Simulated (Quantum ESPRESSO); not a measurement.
Si6GaP, input and log of a self-consistent run

Computed values, not a measurement. The program is pw.x of Quantum ESPRESSO 7.5 (plane-wave density functional theory). The cell is made up: 8 atoms on a zincblende/diamond lattice, with randomly drawn elements, strain and displacements, not relaxed. PseudoDojo standard norm-conserving files (v0.5 for PBE, v0.4.1 for LDA and PBEsol) set the functional; there is no spin polarisation, spin-orbit coupling or dispersion term, and the masses in the input are unused placeholders.

Input:

```
&control calculation='scf', pseudo_dir='./dojo.nc.sr.pbe.v0_5.standard.upf', outdir='./o', disk_io='medium', tprnfor=.true., tstress=.true. /
&system ibrav=0, nat=8, ntyp=3, nbnd=31, ecutwfc=79.96652505, nosym=.true., tot_charge=0,
 occupations='smearing', smearing='fd', degauss=0.0073498644
/
&electrons conv_thr=7.350e-09, electron_maxstep=60, /
ATOMIC_SPECIES
Ga 1.0 Ga.upf
P 1.0 P.upf
Si 1.0 Si.upf
CELL_PARAMETERS angstrom
5.1925 -0.0103 -0.0309
-0.0103 5.3276 -0.0027
-0.0309 -0.0027 5.3243
ATOMIC_POSITIONS angstrom
Si -0.1726 -0.0738 -0.0889
Ga 0.0098 2.733 2.6565
Si 2.6708 -0.0671 2.7255
Si 2.6231 2.7367 -0.0496
P 1.4186 1.3273 1.2761
Si 1.2056 3.9708 3.9371
Si 3.8594 1.4259 4.0021
Si 3.9886 3.8974 1.4699
K_POINTS automatic
6 6 6 1 1 1
```

The log is shortened where brackets say so; the opening notice, blank lines, dates and the lines on written files are dropped, and the path of the files is cut. It prints rydbergs, bohrs and kilobars, and counts compression as positive stress.

```
     Program PWSCF v.7.5
     Parallel version (MPI & OpenMP), running on       1 processor cores
     Number of MPI processes:                 1
     Threads/MPI process:                     1
     [start-up lines left out]
     bravais-lattice index     =            0
     lattice parameter (alat)  =       9.8126  a.u.
     unit-cell volume          =     993.9178 (a.u.)^3
     number of atoms/cell      =            8
     number of atomic types    =            3
     number of electrons       =        42.00
     number of Kohn-Sham states=           31
     kinetic-energy cutoff     =      79.9665  Ry
     charge density cutoff     =     319.8661  Ry
     scf convergence threshold =      7.3E-09
     mixing beta               =       0.7000
     number of iterations used =            8  plain     mixing
     Exchange-correlation= PBE
                           (   1   4   3   4   0   0   0)
     [axes and pseudopotential details left out]
   Cartesian axes
     site n.     atom                  positions (alat units)
         1        Si     tau(   1) = (  -0.0332396  -0.0142125  -0.0171205  )
         2        Ga     tau(   2) = (   0.0018873   0.5263257   0.5115932  )
         3        Si     tau(   3) = (   0.5143471  -0.0129222   0.5248813  )
         4        Si     tau(   4) = (   0.5051610   0.5270383  -0.0095521  )
         5        P      tau(   5) = (   0.2731964   0.2556137   0.2457535  )
         6        Si     tau(   6) = (   0.2321765   0.7647033   0.7582133  )
         7        Si     tau(   7) = (   0.7432497   0.2746022   0.7707311  )
         8        Si     tau(   8) = (   0.7681313   0.7505678   0.2830758  )
     number of k points=   108  Fermi-Dirac smearing, width (Ry)=  0.0073
     Number of k-points >= 100: set verbosity='high' to print them.
     Dense  grid:    95993 G-vectors     FFT dimensions: (  60,  60,  60)
     Estimated max dynamical RAM per process >     119.91 MB
     Initial potential from superposition of free atoms
     starting charge      41.9935, renormalised to      42.0000
     Starting wfcs are   37 randomized atomic wfcs
     total cpu time spent up to now is       17.0 secs
     per-process dynamical memory:    95.5 Mb
     Self-consistent Calculation
     iteration #  1     ecut=    79.97 Ry     beta= 0.70
     Davidson diagonalization with overlap
     ethr =  1.00E-02,  avg # of iterations =  5.1
     Threshold (ethr) on eigenvalues was too large:
     Diagonalizing with lowered threshold
     Davidson diagonalization with overlap
     ethr =  5.95E-04,  avg # of iterations =  3.1
     total cpu time spent up to now is      116.7 secs
     total energy              =    -217.41915430 Ry
     estimated scf accuracy    <       0.27117854 Ry
     iteration #  2     ecut=    79.97 Ry     beta= 0.70
     Davidson diagonalization with overlap
     ethr =  6.46E-04,  avg # of iterations =  2.4
     total cpu time spent up to now is      161.8 secs
     total energy              =    -217.43811156 Ry
     estimated scf accuracy    <       0.04078889 Ry
     iteration #  3     ecut=    79.97 Ry     beta= 0.70
     Davidson diagonalization with overlap
     ethr =  9.71E-05,  avg # of iterations =  6.6
     total cpu time spent up to now is      218.0 secs
     total energy              =    -217.44785395 Ry
     estimated scf accuracy    <       0.02233888 Ry
     iteration #  4     ecut=    79.97 Ry     beta= 0.70
     Davidson diagonalization with overlap
     ethr =  5.32E-05,  avg # of iterations =  4.1
     total cpu time spent up to now is      264.9 secs
     total energy              =    -217.45262639 Ry
     estimated scf accuracy    <       0.00072510 Ry
     iteration #  5     ecut=    79.97 Ry     beta= 0.70
     Davidson diagonalization with overlap
     c_bands:  1 eigenvalues not converged
     c_bands:  1 eigenvalues not converged
     c_bands:  1 eigenvalues not converged
     c_bands:  1 eigenvalues not converged
     ethr =  1.73E-06,  avg # of iterations = 10.1
     total cpu time spent up to now is      339.2 secs
     total energy              =    -217.45280366 Ry
     estimated scf accuracy    <       0.00006673 Ry
     iteration #  6     ecut=    79.97 Ry     beta= 0.70
     Davidson diagonalization with overlap
     ethr =  1.59E-07,  avg # of iterations =  2.1
     total cpu time spent up to now is      388.4 secs
     total energy              =    -217.45282160 Ry
     estimated scf accuracy    <       0.00001418 Ry
     iteration #  7     ecut=    79.97 Ry     beta= 0.70
     Davidson diagonalization with overlap
     ethr =  3.38E-08,  avg # of iterations =  2.0
     total cpu time spent up to now is      443.4 secs
     total energy              =    -217.45282499 Ry
     estimated scf accuracy    <       0.00000046 Ry
     iteration #  8     ecut=    79.97 Ry     beta= 0.70
     Davidson diagonalization with overlap
     ethr =  1.08E-09,  avg # of iterations =  2.9
     total cpu time spent up to now is      498.1 secs
     total energy              =    -217.45282516 Ry
     estimated scf accuracy    <       0.00000003 Ry
     iteration #  9     ecut=    79.97 Ry     beta= 0.70
     Davidson diagonalization with overlap
     ethr =  7.89E-11,  avg # of iterations =  3.4
     total cpu time spent up to now is      569.2 secs
     total energy              =    -217.45282517 Ry
     estimated scf accuracy    <          8.5E-09 Ry
     iteration # 10     ecut=    79.97 Ry     beta= 0.70
     Davidson diagonalization with overlap
     ethr =  2.02E-11,  avg # of iterations =  2.0
     total cpu time spent up to now is      620.2 secs
     End of self-consistent calculation
     Number of k-points >= 100: set verbosity='high' to print the bands.
     the Fermi energy is     7.6708 ev
!    total energy              =    -217.45282517 Ry
     estimated scf accuracy    <          6.6E-10 Ry
     smearing contrib. (-TS)   =      -0.00130154 Ry
     internal energy E=F+TS    =    -217.45152364 Ry
     The total energy is F=E-TS. E is the sum of the following terms:
     one-electron contribution =     -87.33843842 Ry
     hartree contribution      =      69.31501077 Ry
     xc contribution           =     -64.89196439 Ry
     ewald contribution        =    -134.53613159 Ry
     convergence has been achieved in  10 iterations
     Forces acting on atoms (cartesian axes, Ry/au):
     atom    1 type  3   force =     0.06051610    0.01589934    0.05364895
     atom    2 type  1   force =     0.07443919   -0.16941576    0.02168460
     atom    3 type  3   force =    -0.02636809    0.03655063   -0.02156968
     atom    4 type  3   force =    -0.01606233    0.00947574    0.04663507
     atom    5 type  2   force =    -0.03783040   -0.03556093   -0.00128629
     atom    6 type  3   force =     0.04837338    0.06123119    0.06213034
     atom    7 type  3   force =     0.00657102   -0.01825726   -0.02807794
     atom    8 type  3   force =    -0.10963887    0.10007705   -0.13316504
     Total force =     0.316395     Total SCF correction =     0.000072
     Computing stress (Cartesian axis) and pressure
          total   stress  (Ry/bohr**3)                   (kbar)     P=      131.65
   0.00099175  -0.00018331   0.00025840          145.89      -26.97       38.01
  -0.00018331   0.00084312  -0.00010611          -26.97      124.03      -15.61
   0.00025840  -0.00010611   0.00084999           38.01      -15.61      125.04
     init_run     :     16.68s CPU     16.93s WALL (       1 calls)
     electrons    :    581.94s CPU    603.14s WALL (       1 calls)
     forces       :     10.81s CPU     10.91s WALL (       1 calls)
     stress       :     45.51s CPU     45.67s WALL (       1 calls)
     [timing details left out]
     PWSCF        :  10m55.30s CPU  11m17.41s WALL
     JOB DONE.
```

In other units: free energy -2958.596 eV for the cell, pressure 13.17 GPa, largest force component 4.356 eV/Å. A rerun of the same cell at another strain at 1377 eV and a 8 x 8 x 8 mesh moved values by no more than 0.002 eV in energy, 0.03 GPa in stress and 0.007 eV/Å in force.